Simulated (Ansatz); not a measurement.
Method: DFT r2SCAN, scalar-relativistic, plane waves, PAW (Ansatz).

Structure of LiZn:

```
Li Zn
1.0
     0.00000    3.04748    3.04748
     3.04748    0.00000    3.04748
     3.04748    3.04748    0.00000
Li Zn
2 2
Cartesian
  0.0000 0.0000 0.0000
  1.5237 1.5237 1.5237
  3.0475 3.0475 3.0475
  4.5712 4.5712 4.5712
```

Cutoff 500 eV; k points 12×12×12 on the computed 4-atom cell (Γ-centred); Gaussian smearing, width 0.10 eV; no spin polarisation.

Levels along Γ–X–U | K–Γ–L–W–X, in eV from the Fermi level, sorted by energy at each point. Points in fractions of the primitive reciprocal vectors: Γ (0.000 0.000 0.000), X (0.500 0.000 0.500), U (0.625 0.250 0.625), K (0.375 0.375 0.750), L (0.500 0.500 0.500), W (0.500 0.250 0.750).
```
point k (1/Å, with 2π) band 12  band 13  band 14  band 15  band 16  band 17  band 18
    Γ             0.000    -6.93    -6.93     3.70     3.70     3.70     3.86     3.86
    -             0.147    -6.94    -6.93     2.57     2.57     3.23     3.80     5.12
    -             0.294    -6.96    -6.90     1.52     1.52     2.16     3.66     5.01
    -             0.442    -7.00    -6.83     0.62     0.62     0.81     3.47     4.22
    -             0.589    -7.03    -6.62    -0.61    -0.10    -0.10     3.30     3.70
    -             0.736    -6.98    -6.10    -1.98    -0.63    -0.63     3.16     3.37
    -             0.884    -6.94    -5.32    -3.24    -0.96    -0.96     3.08     3.17
    X             1.031    -6.92    -4.36    -4.36    -1.08    -1.08     3.08     3.08
    -             1.083    -6.92    -4.37    -4.35    -1.12    -1.06     3.08     3.15
    -             1.135    -6.92    -4.38    -4.32    -1.25    -1.02     3.09     3.37
    -             1.187    -6.91    -4.40    -4.28    -1.42    -0.96     3.10     3.70
    -             1.239    -6.90    -4.44    -4.21    -1.62    -0.87     3.12     4.12
    -             1.291    -6.89    -4.50    -4.12    -1.80    -0.75     3.15     4.61
    -             1.343    -6.88    -4.59    -4.01    -1.95    -0.61     3.18     5.13
    U             1.395    -6.87    -4.73    -3.88    -2.05    -0.45     3.22     5.69
    K             1.395    -6.87    -4.73    -3.88    -2.05    -0.45     3.22     5.69
    -             1.552    -6.88    -5.30    -3.35    -2.02     0.18     3.39     7.36
    -             1.708    -6.90    -6.00    -2.61    -1.57     0.99     3.63     6.37
    -             1.864    -6.90    -6.59    -1.66    -0.85     1.94     3.96     5.48
    -             2.020    -6.91    -6.91    -0.51     0.08     2.94     4.33     4.78
    -             2.176    -6.95    -6.92     0.82     1.19     3.63     4.27     4.67
    -             2.333    -6.94    -6.93     2.29     2.44     3.73     3.96     4.70
    Γ             2.489    -6.93    -6.93     3.70     3.70     3.70     3.86     3.86
    -             2.616    -6.93    -6.93     2.38     3.19     3.19     4.47     4.47
    -             2.744    -6.93    -6.93     0.94     2.71     2.71     4.75     5.09
    -             2.871    -6.93    -6.93    -0.41     2.35     2.35     4.57     4.93
    -             2.999    -6.94    -6.88    -1.66     2.09     2.09     4.38     4.38
    -             3.127    -6.95    -6.51    -2.76     1.93     1.93     3.92     3.92
    -             3.254    -6.96    -6.04    -3.65     1.86     1.86     3.61     3.61
    L             3.381    -6.96    -5.76    -4.06     1.83     1.83     3.50     3.50
    -             3.486    -6.95    -5.73    -4.03     1.32     1.57     3.70     3.74
    -             3.590    -6.93    -5.66    -3.95     0.44     1.02     3.87     4.21
    -             3.694    -6.91    -5.52    -3.83    -0.43     0.40     4.07     4.71
    -             3.798    -6.89    -5.31    -3.70    -1.18    -0.21     4.33     5.17
    -             3.902    -6.88    -5.01    -3.67    -1.70    -0.77     4.65     5.56
    -             4.006    -6.87    -4.64    -3.86    -1.84    -1.27     5.03     5.71
    W             4.111    -6.88    -4.23    -4.23    -1.65    -1.65     5.43     5.43
    -             4.184    -6.88    -4.24    -4.24    -1.63    -1.63     5.18     5.18
    -             4.258    -6.89    -4.26    -4.26    -1.55    -1.55     4.68     4.68
    -             4.331    -6.89    -4.29    -4.29    -1.45    -1.45     4.18     4.18
    -             4.405    -6.91    -4.31    -4.31    -1.32    -1.32     3.74     3.74
    -             4.479    -6.92    -4.34    -4.34    -1.20    -1.20     3.38     3.38
    -             4.552    -6.92    -4.36    -4.36    -1.11    -1.11     3.16     3.16
    X             4.626    -6.92    -4.36    -4.36    -1.08    -1.08     3.08     3.08
```